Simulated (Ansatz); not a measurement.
Consider the following.

Y (hcp, Mg type), conventional cell a = b = 3.683 Å, c = 5.698 Å, α = β = 90.00°, γ = 120.00°. The calculation uses the primitive cell of 2 atoms, to which meshes and values per cell refer.

E(V) scan at fixed shape, V₀ the volume above. Symmetry pins the atoms to their sites.

The numbers are results of r2SCAN (plane waves to 500 eV, PAW, scalar-relativistic; Ansatz, a quantum-chemistry and plane-wave program), not measurements. k mesh 15×15×8 (Γ-centred), Fermi-Dirac smearing 0.05 eV. The energy includes the smearing's −TS. Compression counts positive. With the shape held, the modulus is that of even scaling; a crystal free to change shape is softer. Y is run without spin polarisation. Y was relaxed with its symmetry unable to fall. The zero of ΔE is the relaxed starting cell.

The scan covers V/V₀ from 0.840 to 1.160 in 9 points.

Q: What is the fitted pressure derivative B₀′?

A: 3.0.

Q: What bulk modulus at fixed cell shape B₀ follows from a third-order Birch-Murnaghan fit?

A: 40.4 GPa.

(A scan under strain: stresses follow from slopes of the energy per volume, elastic moduli from its curvatures.)
